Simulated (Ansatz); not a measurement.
CsPbBr3:
```xyz
5
Lattice="5.8664 0.0000 0.0000 0.0000 5.8664 0.0000 0.0000 0.0000 5.8664" Properties=species:S:1:pos:R:3 pbc="T T T"
Cs     0.0000     0.0000     0.0000
Pb     2.9332     2.9332     2.9332
Br     0.0000     2.9332     2.9332
Br     2.9332     2.9332     0.0000
Br     2.9332     0.0000     2.9332
```

Plane-wave PAW PBEsol (Ansatz code) gives a gap of 1.42 eV without spin–orbit coupling, maximum at R, minimum at R.

Question: What happens when spin–orbit coupling is switched on?

Answer: The gap shrinks by 1.22 eV, to 0.20 eV; maximum at R, minimum at R.

Question: Give the electron effective mass with spin–orbit coupling.

Answer: 0.048 mₑ (isotropic).

Question: Give the hole effective mass with spin–orbit coupling.

Answer: 0.047 mₑ (isotropic).

Space group Pm-3m (cubic perovskite). This is a known high-temperature phase of the composition, computed here at zero pressure and temperature. The PBEsol relaxation kept the symmetry of its start; whether a distortion lowers the energy is not shown.

Potentials: the later of the program's two PAW sets.
